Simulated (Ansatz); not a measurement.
The relaxed structure here is a generated cell of Ta: the first start was made by placing the elements on the sites of a structure type, and the end was not matched to a known phase here, so it may be hypothetical. Known forms of Ta include space group No. 229.

One starting cell of Ta (a generated cell, Ta placed in the AFLOW prototype A_hP1_191_a (A_f, as in Sn)) was relaxed twice with Ansatz (plane waves, PAW, scalar-relativistic): with r2SCAN at 500 eV and with PBE at 420 eV. The r2SCAN result:

Ta is modelled in the hexagonal space group P6/mmm (No. 191), Pearson symbol hP1. Lattice parameters: a = 2.8757 Å, b = 2.8757 Å, c = 2.7174 Å, α = 90.00°, β = 90.00°, γ = 120.00°. Ta on 1a has 2 Ta at 2.717 Å and 6 Ta at 2.876 Å. (Neighbours: up to the widest gap in distance over summed covalent radii, below 1.35, at either atom.)

```csv
quantity,r2SCAN,PBE
space group,P6/mmm,P6/mmm
volume (Å³/atom),19.46,(withheld)
a (Å),2.876,(withheld)
c (Å),2.717,(withheld)
"gap (eV, no spin-orbit coupling)",0.00,(withheld)
```

### Question
What does PBE give for the same quantities?

### Answer

- volume (Å³/atom), PBE: 19.75
- a (Å), PBE: 2.889
- c (Å), PBE: 2.733
- gap (eV, no spin-orbit coupling), PBE: 0.00

Both levels end in the same structure; PBE's volume is 1.5 % larger. Neither column is exact.

No spin polarisation in the result.

The run could not lose the symmetry of its start, so the end can be a saddle point.

Ansatz is a quantum-chemistry and plane-wave program.
